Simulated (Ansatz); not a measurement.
## Cl-37 NMR of the central transition in BaZnCl₄

Cell: a Materials Project structure (computed, not necessarily an observed phase).

```cif
data_BaZnCl4
_symmetry_space_group_name_H-M 'Pnna'
_symmetry_Int_Tables_number 52
_cell_length_a 7.2743
_cell_length_b 9.9759
_cell_length_c 9.6291
_cell_angle_alpha 90.000
_cell_angle_beta 90.000
_cell_angle_gamma 90.000
loop_
_atom_site_label
_atom_site_type_symbol
_atom_site_symmetry_multiplicity
_atom_site_Wyckoff_symbol
_atom_site_fract_x
_atom_site_fract_y
_atom_site_fract_z
Ba Ba 4 d 0.3187 0.2500 0.7500
Zn Zn 4 c 0.2500 0.0000 0.1752
Cl9 Cl 8 e 0.5038 0.4634 0.1908
Cl17 Cl 8 e 0.8347 0.6836 0.5518
```

One atom of each set is listed.

All values are calculated (Ansatz; DFT, PBE, plane waves and PAW, scalar-relativistic, 420 eV cutoff, Γ-centred 4×3×3 k-points, Fermi–Dirac smearing 0.02 eV), not measured.

Cl-37 has I = 3/2 and Q = -63.93 mb (Pyykkö 2018); at 11.7 T its Larmor frequency is ν₀ = 40.7 MHz. Only the quadrupole interaction is simulated: positions count from each site's isotropic chemical shift, and shift anisotropy, dipolar and J coupling are left out.

Question: Simulate the second-order pattern (static powder, Gaussian broadening 60 kHz) of site Cl17 (1 Zn at 2.27 Å; also 2 Ba at 3.18–3.23 Å).

Answer: The calculation gives C_Q = -16.1 MHz and η = 0.64, so ν_Q = 8.07 MHz and the centre of gravity lies at -4480 ppm (-182 kHz).

```
offset (kHz)  height
      -951.0       0
      -887.2      14
      -823.4      36
      -759.6      39
      -695.8      41
      -632.0      44
      -568.2      46
      -504.3      50
      -440.5      54
      -376.7      59
      -312.9      67
      -249.1      82
      -185.3     100
      -121.5      86
       -57.7      79
         6.1      78
        69.9      75
       133.7      96
       197.5      71
       261.3      43
       325.1      37
       388.9      33
       452.7      12
       516.5       0
```

At Cl17 V_zz points along its bond to Zn (within 3°).

With ν_Q/ν₀ up to 0.20, terms beyond second order are no longer negligible.

Hardware: 1 thread of Intel Xeon 6975P-C (Granite Rapids) (x86_64; 16 cores open to the job, memory cap 2.5 GiB, no GPU), a shared host with a load of 0.3 a core. Wall time 54 s, CPU time 54 s, peak memory 1.5 GiB.
